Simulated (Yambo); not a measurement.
```xyz
12
Lattice="5.2468 0.0000 0.0000 -2.6234 4.5438 0.0000 0.0000 0.0000 8.8716" Properties=species:S:1:pos:R:3 pbc="T T T"
O     -0.2282     1.6465     1.2792
O      1.3116     3.5230     1.2792
O     -1.0834     3.9182     1.2792
O      1.5400     0.6256     7.5924
O      2.3952     2.8974     7.5924
O      3.9350     1.0209     7.5924
O      0.0000     3.0292     3.2545
O      2.6234     1.5146     5.6172
S      0.0000     3.0292     1.7962
S      2.6234     1.5146     7.0755
Sc     0.0000     0.0000     0.0000
Cs     0.0000     0.0000     4.4358
```

Response from Yambo on PBEsol (pw.x of Quantum ESPRESSO, ONCV potentials, no spin-orbit coupling) bands: 3×3×2 mesh, 164 bands, 3 Ry local-field block, 0.2 eV broadening.

### Question
Give the static electronic dielectric constant without and with local fields along each axis.

### Answer
```csv
field along,"ε(0), independent particles","ε(0), RPA with local fields",refractive index √ε
x,2.82,2.57,1.60
z,2.83,2.41,1.55
```
Electronic (clamped-ion) response only. PBEsol gaps are usually too small, which raises these values. Convergence of the RPA response with its 3×3×2 mesh was not tested. x, y and z are Cartesian axes of the cell as given.

Geometry of the Materials Project entry, not relaxed at this level.

The structure is a Materials Project entry; no match was found in the copy of COD used, and its stability was not checked.
